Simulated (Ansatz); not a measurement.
SiC (wurtzite, P6_3mc), PBE in the plane-wave PAW code Ansatz, all energies at zero smearing, with the estimated change up to a 700 eV cutoff added, with one set of potentials and settings (totals compare only within such a set). Cell of 4 atoms (2 Si, 2 C): -1774.316 eV.

```csv
element,reference phase,E (eV/atom)
Si,"Fd-3m, 2 atoms in the cell",-635.8096
C,"P6_3/mmc, 4 atoms in the cell",-250.9479
```

Formation energy per atom, worked out: (-1774.316 − 2×(-635.8096) − 2×(-250.9479))/4 = -0.200 eV/atom (-19 kJ per mol of atoms), at 0 K, without zero-point energy or fitted corrections.

The cell was relaxed with PBE under the symmetry of its start; phonons on a q-mesh show no instability. The references are the lowest solids computed at this level, not always the standard phases.

Potentials: the later of the program's two PAW sets.
